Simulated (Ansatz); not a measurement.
YPd$_{3}$ (Cu3Au type, Pm-3m) at seven volumes, LDA (plane waves, PAW; program Ansatz), scaled uniformly. One row is withheld.

```tsv
V (Å³/atom)	P (GPa)
14.736	19.22
15.221	11.66
15.707	?
16.193	0.00
16.679	-4.46
17.165	-8.18
17.650	-11.29
```

Q: Fit the shown pressures and predict the withheld one.

A: P = (3/2)B₀(x^(7/2) − x^(5/2))[1 + (3/4)(B′ − 4)(x − 1)] with x = (V₀/V)^(2/3). Least squares on the six rows gives V₀ = 16.193 Å³/atom, B₀ = 162 GPa, B′ = 4.90. At V = 15.707, x = 1.0205 and P = 5.32 GPa. The run itself gave 5.32 GPa.

The first step of the workflow began from a Materials Project structure, measured or hypothetical; the Crystallography Open Database files this formula in space group No. 221, but the cells were not matched. Its standing as an ambient phase is unchecked. The cell was relaxed with LDA under the symmetry of its start; of distortions, only those at the zone centre were tested. The run is not spin-polarised.

Potentials: the later of the program's two PAW sets.
